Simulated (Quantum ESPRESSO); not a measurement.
# Convergence of NMR parameters in BeTe

```yaml
crystal:
  lattice:
    - [0.00000, 2.83146, 2.83146]
    - [2.83146, 0.00000, 2.83146]
    - [2.83146, 2.83146, 0.00000]
  atoms:
    - { symbol: Be, position: [0.00000, 0.00000, 0.00000] }
    - { symbol: Te, position: [0.75000, 0.75000, 0.75000] }
```
The geometry is a computed Materials Project entry, not a measured one. It is BeTe in F-43m; whether this form has been observed was not checked. Stability against distortions was not tested.

Method: σ by GIPAW with PBE in a modified build of Quantum ESPRESSO, on JTH PAW datasets. The cutoff rises from row to row, with the meshes as listed. Costs are rough, from a shared machine. These are absolute shieldings with no macroscopic susceptibility term; δ = σ_ref − σ needs a reference computed alike. No spin–orbit coupling; Te is the heaviest element present. The datasets of Te hold no d projectors, which limits absolute σ on these atoms.

| setting | cutoff (Ha) | k-mesh | σ_iso Be (ppm) | σ_iso Te (ppm) | f-sum rule missed by (%) | rough cost ratio |
|---|---|---|---|---|---|---|
| A | 8 | 4×4×4 through Γ | 59.2 | 3084.0 | 10.0 | about 1 |
| B | 10 | 4×4×4 shifted | 80.5 | 3682.4 | 0.25 | about 1 |
| C | 20 | 6×6×6 shifted | 85.9 | 3756.4 | 0.01 | 6 |
| D | 30 | 8×8×8 shifted | 86.0 | 3759.4 | 0.00 | 30 |

Largest change from the last row but one to the last: σ_iso Te (ppm) by 3.0.
